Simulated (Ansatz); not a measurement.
Input:

AlNi:
```
CELL_PARAMETERS angstrom
      0.00000     2.89026     2.89026
      2.89026     0.00000     2.89026
      2.89026     2.89026     0.00000
ATOMIC_POSITIONS crystal
  Ni 0.00000 0.00000 0.00000
  Ni 0.25000 0.25000 0.25000
  Al 0.50000 0.50000 0.50000
  Al 0.75000 0.75000 0.75000
```

This is the PBEsol-relaxed structure.

Question: All from plane-wave PAW PBEsol (Ansatz code), unless another level is named. Estimate the formation energy from the elements (no fitted shifts).

Answer: -0.34 eV/atom.

Question: What about the density of states at the Fermi level?

Answer: 0.44 states/eV per atom (mean over ±0.08 eV).

Space group Fd-3m. The start of the workflow was typed in or built on a structure type; neither database checked (COD, Materials Project) lists it. It is not the phase usual at ambient conditions (space group No. 221). The cell was relaxed with PBEsol under the symmetry of its start. At this level the phase is mechanically unstable. The workflow began spin-polarised and lost its moments. The references are the lowest solids computed at this level, not always the standard phases.

Potentials: the earlier of the program's two PAW sets. The files were generated under PBE; for other functionals the program regenerates the frozen cores, and for LDA and PBEsol the local potential too.
